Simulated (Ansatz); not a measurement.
The start is a relaxed GaSb cell deformed by the Cartesian strain tensor (xx, yy, zz, yz, xz, xy) = (0.022, 0.078, -0.013, -0.016, 0.006, -0.049). The structure is fully relaxed (lattice and positions, P = 0) with PBE (plane waves to 420 eV, PAW, scalar-relativistic; Ansatz, an electronic-structure program). The first steps use a coarse 9×9×9 k-mesh.

The start:
```
GaSb
1.0
   -0.13050     3.29828     3.01552
    3.19574    -0.20197     3.08699
    3.02485     3.19885    -0.03107
Sb Ga
1 1
Direct
  0.75000   0.75000   0.75000
  0.00000   0.00000   0.00000
```

Initial pressure: -2.5 GPa (negative: the cell is under tension)
Energy released: 0.07 eV/atom
Volume change: -7.8 %, from 32.54 to 30.00 Å³/atom
Relative to the parent: The parent structure is recovered, F-43m (No. 216)
Optimiser moves: 4

It ends as:

```cif
data_Ga4Sb4
_chemical_formula_sum 'Sb4 Ga4'
_space_group_name_H-M_alt 'F-43m'
_space_group_IT_number 216
_space_group_name_Hall 'F -4 2 3'
_cell_length_a 6.21416
_cell_length_b 6.21416
_cell_length_c 6.21416
_cell_angle_alpha 90.000
_cell_angle_beta 90.000
_cell_angle_gamma 90.000
loop_
_atom_site_label
_atom_site_type_symbol
_atom_site_symmetry_multiplicity
_atom_site_Wyckoff_symbol
_atom_site_fract_x
_atom_site_fract_y
_atom_site_fract_z
_atom_site_occupancy
Sb1 Sb 4 c 0.25000 0.25000 0.25000 1
Ga1 Ga 4 b 0.50000 0.50000 0.50000 1
```
(The calculation used a cell of 2 atoms; values per cell refer to that cell.)

Final values are on a 13×13×13 k-mesh of the relaxed cell. No spin polarisation in the result.
